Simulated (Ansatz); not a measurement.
**Ansatz 0.2.0, relaxation: LaTiO₃**

The input file (Ansatz 0.2.0, plane waves):

```yaml
crystal:
  lattice:
    - [3.89025185, 0.0, 0.0]
    - [0.0, 3.89025185, 0.0]
    - [0.0, 0.0, 3.89025185]
  atoms:
    - { symbol: O, position: [0.5, 0.5, 0.0] }
    - { symbol: O, position: [0.0, 0.5, 0.5] }
    - { symbol: O, position: [0.5, 0.0, 0.5] }
    - { symbol: Ti, position: [0.5, 0.5, 0.5] }
    - { symbol: La, position: [0.0, 0.0, 0.0] }
  symmetry: { tolerance: 0.0003 }
kpoints:
  mp_grid: { grid: [8, 8, 8], shift: [0, 0, 0] }
magnetization:
  spin_polarized: false
scf:
  occupations: { method: fermi_dirac, width: 0.0193 }
  lower_state_search: "off"
hamiltonian:
  pseudopotentials: { kind: paw }
  xc: r2scan
basis:
  ecutwfc: 500
  fft_grid_basis: typed
relax:
  max_steps: 40
  cell: { p_target: 0.0 }
  f_tol: 0.03
output:
  forces: true
  stress: true
  eigenvalues: true
  bader: true
  populations: true
  elf: true
  write_potential: true
  volumetric_format: npy
  dos:
    e_range: [-12, 8]
    de: 0.05
    projected: { site_lists: { La: [La], O: [O], Ti: [Ti] } }
checkpoint:
  read: saved_state
```

The command:

```bash
ansatz run input.yaml --threads 2 --pin off --max-ram 3584MiB --backend cpu --events-out ev --progress --plain --runs-dir out
```

Origin of the cell: a database entry, scaled a little.

The saved state is a converged single point of the same cell.

Steps («new basis» is an SCF on plane waves selected anew at the same cell):

```
step  ΔF (meV/atom)  max force component (eV/Å)  P (GPa)  volume (Å³)  SCF iterations   step was
   1            0.0                       0.000     6.95        58.88               6   accepted
   2           -8.0                       0.000    -0.09        60.85               7   accepted
   3           -8.0                       0.000     0.00        60.82               4   accepted
   4           -8.2                       0.000    -0.02        60.82               6  new basis
```

Step 1, with forces in eV/Å:

```xyz
5
Lattice="3.890 0.000 0.000 0.000 3.890 0.000 0.000 0.000 3.890" Properties=species:S:1:pos:R:3:forces:R:3 pbc="T T T" step=1
O     1.945    1.945    0.000    0.000    0.000    0.000
O     0.000    1.945    1.945    0.000    0.000    0.000
O     1.945    0.000    1.945    0.000    0.000    0.000
Ti    1.945    1.945    1.945    0.000    0.000    0.000
La    0.000    0.000    0.000    0.000    0.000    0.000
```

Step 4, with forces in eV/Å:

```xyz
5
Lattice="3.933 0.000 0.000 0.000 3.933 0.000 0.000 0.000 3.933" Properties=species:S:1:pos:R:3:forces:R:3 pbc="T T T" step=4
O     1.966    1.966    0.000    0.000    0.000    0.000
O     0.000    1.966    1.966    0.000    0.000    0.000
O     1.966    0.000    1.966    0.000    0.000    0.000
Ti    1.966    1.966    1.966    0.000    0.000    0.000
La    0.000    0.000    0.000    0.000    0.000    0.000
```

- Free energy lowered by: 8.2 meV/atom
- Volume change: 3.31 %
- Final pressure: -0.02 GPa
- Relaxation steps listed: 4
- Formation energy (elements under the same functional, gases as molecules, uncorrected): -3.482 eV/atom

Caveats: no moments, though an odd count or open d shells may carry them; no spin-orbit coupling, though heavy elements are present; the relaxation held the start's symmetry, so the end may be a saddle point.

Time: 46 s on 2 threads of Intel(R) Xeon(R) Platinum 8488C (Sapphire Rapids), on a shared host, peak memory 0.62 GiB, from a saved density.
